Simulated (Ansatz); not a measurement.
This run works on a proposed trial structure, not on a known crystal.

Input and command of a plane-wave DFT calculation in Ansatz:

```yaml
crystal:
  lattice:
    - [7.65, 0.0, 0.0]
    - [0.0, 7.65, 0.0]
    - [0.0, 0.0, 4.05]
  atoms:
    - { symbol: Sn, position: [0.319, 0.181, 0.5] }
    - { symbol: Sn, position: [0.681, 0.819, 0.5] }
    - { symbol: Sn, position: [0.181, 0.681, 0.5] }
    - { symbol: Sn, position: [0.819, 0.319, 0.5] }
    - { symbol: Sn, position: [0.0, 0.0, 0.0] }
    - { symbol: Sn, position: [0.5, 0.5, 0.0] }
    - { symbol: P, position: [0.395, 0.895, 0.0] }
    - { symbol: P, position: [0.605, 0.105, 0.0] }
    - { symbol: P, position: [0.105, 0.395, 0.0] }
    - { symbol: P, position: [0.895, 0.605, 0.0] }
basis:
  ecutwfc: 420
kpoints:
  mp_grid: { grid: [2, 2, 4] }
hamiltonian:
  xc: pbe
scf:
  occupations: { method: gaussian, width: 0.2 }
  lower_state_search: "off"
output:
  forces: true
  stress: true
  eigenvalues: true
relax:
  adjacent_minimum: "off"
  f_tol: 0.08
  max_steps: 16
  cell: { stress_tol: 0.8 }
```

```bash
ansatz run input.yaml --threads 1 --pin off --max-ram 2560MiB --backend cpu --events-out ev --progress --plain --runs-dir out
```

Processor: Intel(R) Xeon(R) Processor @ 2.70GHz, 1 thread, on a host shared with other jobs.

Problem. Estimate time, memory and problem size.

Solution. About 120 s, peak memory 0.54 GiB. It solves 63 bands at 9 k points (after reduction by symmetry) with about 4875 plane waves (on the last cell), in 42 SCF iterations over 7 ionic steps.
